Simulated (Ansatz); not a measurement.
In r²SCAN (plane waves, PAW; program Ansatz), V in the simple rhombohedral structure (R-3m) relaxes to a = 4.368 Å, c = 2.413 Å.

Electronic character: metallic (no gap). The magnetic state found is non-magnetic (starting moments vanished).

The bulk modulus is 191 GPa.

The start of the workflow was typed in or built on a structure type; neither database checked (COD, Materials Project) lists it. It is not the phase usual at ambient conditions (space group No. 229). Symmetry was held in the r²SCAN relaxation; its stability against distortions is not shown here. The workflow began spin-polarised and lost its moments. The cell computed holds one magnetic atom, so no antiferromagnetic order was within reach. The volume moved by 25 % from the start of the relaxation. Axis ratios of metals converge slowly with the k-mesh, so a and c are less sure than the volume.

Potentials: the earlier of the program's two PAW sets.
